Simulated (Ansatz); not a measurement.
The start is a relaxed Pd cell, doubled along one cell vector, shaken by Gaussian noise of σ = 0.08 Å a coordinate. The cell and all atomic positions are relaxed at zero pressure with PBEsol (plane waves to 420 eV, PAW, scalar-relativistic; Ansatz, a program for electronic structure). The first steps use a coarse 14×7×4 k-mesh.

Initial structure:
```
CELL_PARAMETERS angstrom
      2.73373     0.00000     0.00000
     -2.73373     4.73496     0.00000
      0.00000     0.00000     9.01465
ATOMIC_POSITIONS crystal
  Pd 0.03123 0.02871 0.00441
  Pd 0.07025 0.51638 0.97868
  Pd 0.00523 0.00500 0.49275
  Pd 0.97017 0.49922 0.48972
  Pd 0.39842 0.32439 0.23923
  Pd 0.28612 0.83879 0.24707
  Pd 0.65737 0.17595 0.76294
  Pd 0.66144 0.65967 0.76112
```

**Question.** How large is the pressure on the unrelaxed cell, and of which sign?

**Answer.** +5.2 GPa (positive: the cell is compressed).

**Question.** What is the largest force in the starting geometry, and on which atom (counted from 1)?

**Answer.** 3.39 eV/Å, on Pd2 (atoms numbered as listed).

**Question.** By how much does the energy per atom fall from start to end?

**Answer.** 0.12 eV/atom.

**Question.** Does it find its way back to the structure it was made from?

**Answer.** The parent structure is recovered, P6₃/mmc (No. 194).

**Question.** What band gap does the relaxed structure have at this level?

**Answer.** No gap (metallic).

Final structure:

Space group P6₃/mmc (No. 194); a = b = 2.7336 Å, c = 9.0150 Å, α = β = 90.00°, γ = 120.00°

```
atom  site  symmetry       x       y       z
----  ----  --------  ------  ------  ------
Pd      2a      -3m.  0.0000  0.0000  0.0000
Pd      2d      -6m2  0.6667  0.3333  0.2500
```

Final values are on a 19×19×5 k-mesh of the relaxed cell. No spin polarisation in the result.

The relaxed structure here is a generated cell of Pd: the first start was made by placing the elements on the sites of a structure type, and the end was not matched to a known phase here, so it may be hypothetical. Known forms of Pd include space group No. 225.
